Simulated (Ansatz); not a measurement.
Theory: Ansatz, DFT PBE, scalar-relativistic, plane waves, PAW. All cells share a 420 eV cutoff and Γ-centred k meshes spaced at most about 0.3 Å⁻¹ (about 0.25 or finer for metals, 2π included). No spin polarisation in the final relaxations.

These are static total energies at zero pressure.

Compare these two cells of Al₂RuCN₂, each relaxed at this level.

1.

Space group P4/mmm (No. 123). a = 3.863 Å, b = 3.863 Å, c = 4.782 Å, α = 90.00°, β = 90.00°, γ = 90.00°
```csv
atom,site,symmetry,x,y,z
Al,2h,4mm,0.5000,0.5000,0.7522
Ru,1b,4/mmm,0.0000,0.0000,0.5000
C,1a,4/mmm,0.0000,0.0000,0.0000
N,2e,mmm.,0.0000,0.5000,0.5000
```

2.

Space group P4/mmm (No. 123). a = 3.304 Å, b = 3.304 Å, c = 5.506 Å, α = 90.00°, β = 90.00°, γ = 90.00°
| atom | site | symmetry | x | y | z |
| --- | --- | --- | --- | --- | --- |
| Al | 2h | 4mm | 0.5000 | 0.5000 | 0.7464 |
| Ru | 1a | 4/mmm | 0.0000 | 0.0000 | 0.0000 |
| C | 1b | 4/mmm | 0.0000 | 0.0000 | 0.5000 |
| N | 2e | mmm. | 0.0000 | 0.5000 | 0.5000 |

Question: Which would you expect to be lower, and how large is the difference?

Answer: Cell 2 is lower, by 12 meV/atom. Cell 1 has space group P4/mmm (No. 123), 11.9 Å³/atom and no gap on its mesh; cell 2 has space group P4/mmm (No. 123), 10.0 Å³/atom and no gap. Counting C or N atoms around Al and Ru (for each partner element, those within 1.25 times its shortest distance or 1.15 times the sum of covalent radii, where it is the nearest in units of that sum or under 1.3; a plus sign parts groups by distance over the sum of covalent radii; the shortest distance is added where it exceeds 1.18 times the sum of covalent radii), cell 1 has Al 4 from 2.3 Å, Ru 4+2 and cell 2 has Al 4, Ru 2 from 2.8 Å. The denser one is the lower, and pressure would at first widen the difference. Even the lower one lies +1.02 eV/atom against the reference forms of the elements (uncorrected), so neither is stable at this level. In cell 1, Al has 4 N at 2.28 Å, 2 Al at 2.37–2.41 Å, 4 C at 2.98 Å and 4 Ru at 2.99 Å; around Ru lie 4 N at 1.93 Å, 2 C at 2.39 Å and 8 Al at 2.99 Å; C is surrounded by 2 Ru at 2.39 Å and 8 Al at 2.98 Å; N has 2 Ru at 1.93 Å and 4 Al at 2.28 Å. In cell 2, Al has 4 N at 2.14 Å, 4 C at 2.70 Å, 2 Al at 2.71–2.79 Å and 4 Ru at 2.72 Å; around Ru lie 8 Al at 2.72 Å and 2 C at 2.75 Å; C is surrounded by 4 N at 1.65 Å, 8 Al at 2.70 Å and 2 Ru at 2.75 Å; N is surrounded by 2 C at 1.65 Å and 4 Al at 2.14 Å. Both come from invented guesses. A third cell relaxed alike, in P-4m2, lies 1.22 eV/atom below the lower of the two.

For metals, differences of a few meV/atom aren't resolved. Cells relaxed within their symmetry can be saddle points.
